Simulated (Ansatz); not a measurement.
**How far is PAW off for AgPt$_{3}$?**

```
Ag Pt
1.0
     3.90000    0.00000    0.00000
     0.00000    3.90000    0.00000
     0.00000    0.00000    3.93900
Ag Pt
1 3
Direct
  0.00000 0.00000 0.00000
  0.00000 0.50000 0.50000
  0.50000 0.00000 0.50000
  0.50000 0.50000 0.00000
```

Atom numbers follow the list: Ag1, Pt2, Pt3, Pt4.

Conventional cell: a = 3.900 Å, b = 3.900 Å, c = 3.939 Å, α = 90.00°, β = 90.00°, γ = 90.00°. Ag (atom 1) has 12 Pt at 2.76 to 2.77 Å as nearest neighbours. Pt (atom 2) has 8 Pt at 2.76 to 2.77 Å and 4 Ag at 2.77 Å as nearest neighbours. Around Pt (atom 4) lie 4 Ag at 2.76 Å and 8 Pt at 2.77 Å.

The cell is COD entry 1509516, as deposited and not checked against the literature; nothing was relaxed. It is an old determination, and later ones may differ. The listed cell was then made from it by scaling, straining or moving an atom.

Spin polarisation is left out, and whether a magnetic state lies lower isn't shown here.

Spin–orbit coupling is left out, though it moves levels of the heavy atoms by tenths of an eV or more.

Levels of theory: DFT, LDA, PAW with Ansatz's default frozen-core files, scalar-relativistic (Ansatz 0.2.0); DFT, LDA, all-electron PAW with datasets made for the crystal, scalar-relativistic (Ansatz 0.2.0); DFT, LDA, all-electron LAPW, scalar-relativistic (Ansatz 0.2.0).

For PAW: a Γ-centred 9×9×9 k mesh, Fermi–Dirac smearing of 0.08 eV, cutoff 420 eV, no spin polarisation; the PAW files were made with PBE, and the program remakes their frozen cores for this functional. The crystal-made all-electron datasets (AE datasets) take a cutoff of 260 eV at this cell. LAPW targets a basis error of 0.5 meV/atom. The Ansatz runs share mesh, smearing and spin set-up. Plane-wave (PAW) pressures include the program's estimate of the Pulay term.

Stress and pressure are positive in compression.

Spin–orbit coupling is left out, which moves gradients at and beside heavy atoms by some per cent and at worst by a factor of two.

In a metal, gradients converge slowly with the k mesh: the values move by tens of per cent from one mesh to another, at times in sign, so only the comparison on one mesh counts.

| quantity | PAW | AE datasets | LAPW |
| --- | --- | --- | --- |
| pressure (GPa) | -0.33 | -0.32 | -0.32 |
| stress xx (GPa) | 0.04 | 0.05 | 0.05 |
| stress zz (GPa) | -1.07 | -1.06 | -1.06 |
| largest principal field gradient Vzz at Pt2 (10²¹ V/m²) | 0.90 | 0.88 | – |
| largest principal field gradient Vzz at Pt4 (10²¹ V/m²) | 1.47 | 1.48 | – |

PAW's pressure differs from the LAPW value by about 0.01 GPa or less. Datasets made for the crystal and LAPW share parts of one code, so their agreement isn't an independent check.
